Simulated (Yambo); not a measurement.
G0W0@PBEsol for SrCaI$_{4}$ (space group P2/m, No. 10) in Yambo (2×2×1 mesh, 7 Ry block, plasmon pole, screening fixed), without a terminator:

| bands N in G | gap Γ → Γ (eV) | shift of the valence edge (eV) |
|---|---|---|
| 128 | 5.351 | -0.697 |
| 233 | 5.404 | -0.957 |
| 373 | 5.412 | -1.067 |

Extrapolate both columns to infinite N with E(N) = E∞ + A/N, test the form, and compare with the terminator.

From two points, E∞ = (N2 E2 − N1 E1)/(N2 − N1). The two largest N give 5.43 eV for the gap and -1.25 eV for the shift; the two smallest give 5.47 eV and -1.27 eV. For the gap the slopes A are -15 and -5.0 eV: the form isn't reached, and its limit is uncertain. For the shift the slopes A are 74 and 68 eV: the 1/N form holds. With the Bruneval-Gonze terminator and 373 bands the run gives 5.40 eV and -1.14 eV, 0.03 eV and 0.11 eV from the extrapolated values: the terminator too is an estimate of the remainder. Block, mesh and the bands in W are held fixed.

Spin-orbit coupling is not included.

Geometry relaxed with PBE+D3(BJ); primitive cell a = 6.909 Å, b = 4.568 Å, c = 7.947 Å, α = 90.00°, β = 90.16°, γ = 90.00°.

The structure is a Materials Project entry; no match was found in the copy of COD used, and its stability was not checked.

A shift is the quasiparticle energy of the state minus its PBEsol energy.
